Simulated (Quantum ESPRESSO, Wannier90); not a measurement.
## Wannier functions of ZrO₂ (P4₂/nmc)

```xyz
6
Lattice="3.6002 0.0000 0.0000 0.0000 3.6002 0.0000 0.0000 0.0000 5.2252" Properties=species:S:1:pos:R:3 pbc="T T T"
Zr     0.0000     0.0000     0.0000
Zr     1.8001     1.8001     2.6126
O      0.0000     1.8001     1.5768
O      0.0000     1.8001    -1.0358
O      1.8001     0.0000     1.0358
O      1.8001     0.0000    -1.5768
```

Materials Project entry mp-2574; symmetrised, unrelaxed at this level. COD (Crystallography Open Database) has the formula in 4 space groups, this one among them (matched by group alone). Level: PBE, no spin polarisation, no spin-orbit coupling; pw.x of Quantum ESPRESSO at 68 Ry with PseudoDojo potentials, 8×8×6 k-points, Wannier90. Density: 8×8×6 mesh, cold smearing 0.01 Ry.

A tight-binding model is made by disentanglement and projection with no localisation steps (num_iter = 0), so the 22 orbitals stay atom-like: hydrogen-like Zr: d; O: p, axes along x, y, z; frozen window up to 5.57 eV relative to the valence-band maximum. It follows pw.x to 0.1 meV rms for states up to 5.1 eV relative to the valence-band maximum. Matrix elements depend on this choice of orbitals and windows.

Q: What are the on-site energies relative to the valence-band maximum, and how fast do the hoppings decay?

A: 
```json
[
 {"atom": "Zr1", "orbitals": "dz2", "energy (eV)": "4.35"},
 {"atom": "Zr1", "orbitals": "dxz dyz", "energy (eV)": "6.11"},
 {"atom": "Zr1", "orbitals": "dx2-y2", "energy (eV)": "6.51"},
 {"atom": "Zr1", "orbitals": "dxy", "energy (eV)": "4.38"},
 {"atom": "Zr2", "orbitals": "dz2", "energy (eV)": "4.35"},
 {"atom": "Zr2", "orbitals": "dxz dyz", "energy (eV)": "6.11"},
 {"atom": "Zr2", "orbitals": "dx2-y2", "energy (eV)": "6.51"},
 {"atom": "Zr2", "orbitals": "dxy", "energy (eV)": "4.38"},
 {"atom": "O3", "orbitals": "pz", "energy (eV)": "-1.11"},
 {"atom": "O3", "orbitals": "px", "energy (eV)": "-1.01"},
 {"atom": "O3", "orbitals": "py", "energy (eV)": "-1.17"},
 {"atom": "O4", "orbitals": "pz", "energy (eV)": "-1.11"},
 {"atom": "O4", "orbitals": "px", "energy (eV)": "-1.17"},
 {"atom": "O4", "orbitals": "py", "energy (eV)": "-1.01"},
 {"atom": "O5", "orbitals": "pz", "energy (eV)": "-1.11"},
 {"atom": "O5", "orbitals": "px", "energy (eV)": "-1.01"},
 {"atom": "O5", "orbitals": "py", "energy (eV)": "-1.17"},
 {"atom": "O6", "orbitals": "pz", "energy (eV)": "-1.11"},
 {"atom": "O6", "orbitals": "px", "energy (eV)": "-1.17"},
 {"atom": "O6", "orbitals": "py", "energy (eV)": "-1.01"}
]
```

```
distance of the centres (Å)  largest modulus (eV)
---------------------------  --------------------
2–3                                           2.1
3–4                                          0.23
4–5                                         0.057
5–6                                         0.029
6–7                                         0.021
7–8                                        0.0098
8–9                                        0.0039
9–10                                       0.0020
10–11                                      0.0013
11–12                                     0.00077
12–13                                     0.00072
```
